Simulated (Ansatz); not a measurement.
This cell of SiO₂ (rutile) is off equilibrium:

```
CELL_PARAMETERS angstrom
      4.18475     0.00000     0.00000
      0.00000     4.18475     0.00000
      0.00000     0.00000     2.66845
ATOMIC_POSITIONS crystal
  Si 0.50000 0.50000 0.50000
  Si 0.00000 0.00000 0.00000
  O  0.77569 0.77569 0.50000
  O  0.33652 0.66348 0.00000
  O  0.66348 0.33652 0.00000
  O  0.22431 0.22431 0.50000
```

Method: r2SCAN (plane waves to 500 eV, PAW, scalar-relativistic; Ansatz, an electronic-structure program). k mesh 8×8×12 (Γ-centred), Fermi-Dirac smearing 0.05 eV. Stress and pressure are positive under compression. SiO2 was relaxed with its symmetry unable to fall. The PAW data are Ansatz's earlier set.

Predict the force on every atom, in eV/Å.


```json
[
 {"atom": "Si1", "Fx": "0.000", "Fy": "0.000", "Fz": "0.000"},
 {"atom": "Si2", "Fx": "0.000", "Fy": "0.000", "Fz": "0.000"},
 {"atom": "O3", "Fx": "6.868", "Fy": "6.868", "Fz": "0.000"},
 {"atom": "O4", "Fx": "-7.685", "Fy": "7.685", "Fz": "0.000"},
 {"atom": "O5", "Fx": "7.685", "Fy": "-7.685", "Fz": "0.000"},
 {"atom": "O6", "Fx": "-6.868", "Fy": "-6.868", "Fz": "0.000"}
]
```

What is the stress tensor (GPa)?


```
   23.6     -5.5      0.0
   -5.5     23.6      0.0
    0.0      0.0     26.9
```
The pressure, a third of the trace, is 24.7 GPa.

(A displaced cell: forces are minus the slopes of the energy, force constants its curvatures, and phonons follow from these.)
